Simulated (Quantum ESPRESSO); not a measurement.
Si$_{3}$BC$_{3}$N (made-up cell) (calculated)

Computed with Quantum ESPRESSO 7.5. Calculation on a made-up crystal cell, not a measurement: periodic Kohn-Sham density functional theory in plane waves with PseudoDojo standard norm-conserving scalar-relativistic pseudopotentials, each functional with its own files (v0.5 for PBE, v0.4.1 for LDA and PBEsol), no spin polarisation, no spin-orbit coupling, atoms not relaxed, stress positive in tension, energies less a fixed whole-eV offset for each atom's element; levels are Kohn-Sham levels at fractions of this cell's reciprocal vectors, counted from the reference band (half the neutral cell's valence electrons, rounded up) at Gamma; error bars cover cutoff and k-mesh only, not smearing or the files; added strain carries the atoms with the cell, and shear is the tensor component; each bar is the largest change over components, and at least 0.002 eV, 0.002 eV per angstrom or 0.02 GPa; energies are for the whole cell, and the offsets were chosen from early runs and are not element reference energies.

```yaml
- formula: Si3BC3N
  kind: "made-up cell"
  unstrained_structure:
    cell_angstrom: [[4.2866, 0.0, 0.0], [0.0, 4.2866, 0.0], [0.0, 0.0, 4.2866]]
    atoms_fractional:
      - [B, -0.00152, 0.00903, 0.001]
      - [Si, 0.00079, 0.4937, 0.49272]
      - [Si, 0.49114, 0.0042, 0.48633]
      - [Si, 0.50268, 0.4913, -0.00273]
      - [C, 0.24817, 0.24728, 0.25083]
      - [C, 0.24957, 0.75815, 0.75825]
      - ["N", 0.73163, 0.25251, 0.74511]
      - [C, 0.75087, 0.75321, 0.25367]
  given:
    lattice_type: "zincblende/diamond"
    functional: pbe
    "cutoff [eV]": 1143
    "fermi_dirac_smearing [eV]": 0.025
    "scf_tolerance [eV]": 1.0e-07
    electrons_removed: 0
    added_strain_kind: "shear xy"
    added_strain: 0.0093
    k_mesh: "4 x 4 x 4, shifted by half a step"
    structure_shown: "before the added strain of 0.0093"
    atom_site: [1, 2, 3, 4, 5, 6, 7, 8]
    "atom_energy_offset [eV]": [-79, -115, -115, -115, -163, -163, -283, -163]
  results:
    "free_energy_less_offsets [eV]": -4.824
    "smearing_term_minus_ts [eV]": 0.0
    scf_iterations: 12
    "pressure [GPa]": -7.575
    "stress_xx [GPa]": 7.559
    "stress_yy [GPa]": 7.843
    "stress_zz [GPa]": 7.322
    "stress_yz [GPa]": 1.764
    "stress_xz [GPa]": -0.752
    "stress_xy [GPa]": 8.952
    force_site: [1, 2, 3, 4, 5, 6, 7, 8]
    "force_x [eV/angstrom]": [0.7401, 0.03385, 0.291, -0.7494, -1.648, -1.638, 2.03, 0.9404]
    "force_y [eV/angstrom]": [-1.623, 1.678, -1.801, 1.881, -0.5091, 0.6127, -0.8811, 0.6421]
    "force_z [eV/angstrom]": [0.4783, 1.249, 1.619, 0.7725, -2.461, 0.2229, 0.09866, -1.98]
    reference_band: 16
    level_k_point: [Gamma, "(1/2,1/2,1/2)", "(0.15,0,0)", "(0,0.15,0)", "(0,0,0.15)"]
    "next_band_up [eV]": [1.145, 3.31, 1.643, 1.56, 1.686]
    "error_bar_energy [eV]": 0.004358
    "error_bar_stress [GPa]": 0.02285
    "error_bar_force [eV/angstrom]": 0.002
    "error_bar_next_band_up [eV]": 0.002
    error_bars_from: "tighter rerun of a related cell"
```
